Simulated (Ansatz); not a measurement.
## Profile along the Zr–Zr line in Zr (hcp, Mg type)

Zr (hcp, Mg type), conventional cell a = 3.246 Å, b = 3.246 Å, c = 5.151 Å, α = 90.00°, β = 90.00°, γ = 120.00°. The calculation uses the primitive cell of 2 atoms, to which meshes and values per cell refer.

Fields along a shortest Zr–Zr line of a (0001) plane (3.25 Å), from Zr to Zr, interpolated on the slice's grid (step about 0.3 Å). These are r2SCAN (plane waves to 500 eV, PAW, scalar-relativistic; Ansatz, a program for electronic structure) values and carry that method's errors. k mesh 16×16×9. These are valence fields of a PAW run, semicore shells included where kept as valence: close to a nucleus they are smooth pseudo fields. Zr is run without spin polarisation. Zr was relaxed with its symmetry unable to fall.

```tsv
distance from Zr (Å)	valence electron density (e/Å³)	electron localisation function
0.00	2.64	x
0.16	3.20	x
0.33	4.04	x
0.49	3.87	x
0.65	2.71	0.83
0.81	1.44	0.71
0.98	0.65	0.41
1.14	0.32	0.18
1.30	0.21	0.14
1.46	0.17	0.20
1.62	0.17	0.25
1.79	0.17	0.20
1.95	0.21	0.14
2.11	0.32	0.18
2.28	0.65	0.41
2.44	1.44	0.71
2.60	2.71	0.83
2.76	3.87	x
2.93	4.04	x
3.09	3.20	x
3.25	2.64	x
```

x: too close to a nucleus for the ELF to mean much.

Density on the Zr–Zr line (3.25 Å) at its midpoint: 0.17 e/Å³. ELF at that point: 0.25.
